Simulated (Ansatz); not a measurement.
This ZnSe3 structure is the end of a relaxation. The cell was found from a structure generator's guess, not taken from experiment.

Computed with DFT PBE, scalar-relativistic, plane waves, PAW (Ansatz). Cutoff 420 eV, Γ-centred mesh, Gaussian smearing, no spin polarisation.

```yaml
crystal:
  lattice:
    - [2.59647, -5.20091, 0.00000]
    - [2.59647, 5.20091, 0.00000]
    - [0.00000, 0.00000, 3.71696]
  atoms:
    - { symbol: Zn, position: [0.50000, 0.50000, 0.50000] }
    - { symbol: Se, position: [0.25458, 0.74542, 0.50000] }
    - { symbol: Se, position: [0.74542, 0.25458, 0.50000] }
    - { symbol: Se, position: [0.00000, 0.00000, 0.50000] }
```

Formation energies are uncorrected and refer to the elements' standard structures at the same level.

Problem. Find its symmetry and describe it.

Solution. Cmmm (No. 65). Conventional cell: a = 5.193 Å, b = 10.402 Å, c = 3.717 Å. Around Zn lie 4 Se at 2.55–2.60 Å; around Se on a site of symmetry m2m lie 1 Zn at 2.55 Å and 3 Se at 2.60–2.65 Å; around Se on a site of symmetry mmm lie 2 Zn at 2.60 Å and 2 Se at 2.65 Å.

Problem. How far does it lie from the elements in energy?

Solution. +0.07 eV/atom. A positive value: parting into the elements would lower its energy.

Problem. Is it a metal?

Solution. Yes, bands cross the Fermi level on the 10×10×12 mesh.

The last run used a 10×10×12 mesh (in the run's order of axes) for its 4-atom cell and Gaussian smearing of 0.10 eV. Weakly bound directions are ill-defined at this level, which has no dispersion term. The reference form of Se is held partly by dispersion forces, which this level lacks. Symmetry constrained the relaxation, so the result can be a saddle point.
